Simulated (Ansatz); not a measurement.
Relaxed-ion elastic tensor of BeSe (zinc blende, F-43m) in GPa (Voigt order), the program Ansatz at the LDA level (PAW); density 4.45 g/cm³, 16.40 Å³ per atom.

```
      1     2     3     4     5     6
-  ----  ----  ----  ----  ----  ----
1   138  56.7  56.7   0.0   0.0   0.0
2  56.7   138  56.7   0.0   0.0   0.0
3  56.7  56.7   138   0.0   0.0   0.0
4   0.0   0.0   0.0  70.9   0.0   0.0
5   0.0   0.0   0.0   0.0  70.9   0.0
6   0.0   0.0   0.0   0.0   0.0  70.9
```

Question: Is the crystal mechanically stable?

Answer: Yes: the smallest eigenvalue of C is 70.9 GPa.

Question: Work out the Voigt, Reuss and Hill averages.

Answer: K_V = 83.9, K_R = 83.9, K_H = 83.9; G_V = 58.8, G_R = 54.7, G_H = 56.8 GPa.

Question: Give Young's modulus, Poisson's ratio, Pugh's ratio and the universal anisotropy index.

Answer: E = 9KG/(3K + G) = 139 GPa; ν = 0.22; K/G = 1.48 (brittle by the Pugh limit of 1.75); A_U = 5G_V/G_R + K_V/K_R − 6 = 0.37.

Question: Estimate the sound speeds and the Debye temperature.

Answer: v_l = √((K + 4G/3)/ρ) = 5990 m/s, v_t = √(G/ρ) = 3570 m/s, mean 3950 m/s; Θ = (h/k)(3n/4πV)^(1/3) v_m = 463 K.

Question: Give the Zener ratio and Young's modulus along [100], [110] and [111].

Answer: A = 2C44/(C11 − C12) = 1.74; 1/E = S11 − 2(S11 − S12 − S44/2)Γ with Γ = 0, 1/4, 1/3 gives 105, 145, 166 GPa.

Question: Solve the Christoffel equation for the three sound speeds along [100], [110], [111].

Answer: Eigenvalues of C_ijkl n_j n_l equal ρv² (piezoelectric stiffening left out). In km/s, slowest first: [100] 3.99, 3.99, 5.57; [110] 3.03, 3.99, 6.15; [111] 3.38, 3.38, 6.33.

The cell was relaxed with LDA under the symmetry of its start.

Potentials: the earlier of the program's two PAW sets. The files were generated under PBE; for other functionals the program regenerates the frozen cores, and for LDA and PBEsol the local potential too.
